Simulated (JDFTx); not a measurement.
System: C2H5N (SMILES C=NC), charge 0, multiplicity 1; geometry: optimised with GFN2-xTB in vacuum (no frequencies checked; largest PBE force component 1.1 eV/Å). Bonded distances (Å): C1–N2 1.428, C1–H4 1.091, C1–H5 1.091, C1–H6 1.099, N2–C3 1.250, C3–H7 1.097, C3–H8 1.080. Angles (°): N2–C1–H4 108.0, N2–C1–H5 108.0, N2–C1–H6 113.8, H4–C1–H5 107.6, H4–C1–H6 109.6, H5–C1–H6 109.6, C1–N2–C3 120.5, N2–C3–H7 124.5, N2–C3–H8 118.5, H7–C3–H8 117.0.

Level of theory: PBE, GBRV ultrasoft potentials, plane waves to 20/100 Ha; code: a modified build of JDFTx. Liquid: CANDLE, water, 2 M NaF. The liquid run sits in a periodic box with 4.5 Å from the outermost atoms to the faces; the vacuum run is isolated. The box matters at about 0.01 eV. ΔG_solv is the difference of the two single-point energies, liquid minus vacuum; no corrections are added.

Question: What does the calculation give for the solvation energy, its fluid terms and the levels?

Answer: solvation energy: -12.8 kJ/mol
part: cavitation term of the fluid: 37 kJ/mol
part: dispersion term of the fluid: -34 kJ/mol
part: electrostatic term of the fluid: -22.8 kJ/mol
part: distortion of the solute's electrons: 6.6 kJ/mol
dipole moment in vacuum: 1.33 D
dipole moment in the liquid: 2.15 D
highest occupied level in vacuum (zero: vacuum level): -5.79 eV
highest occupied level in the liquid (zero: bulk electrolyte): -5.97 eV
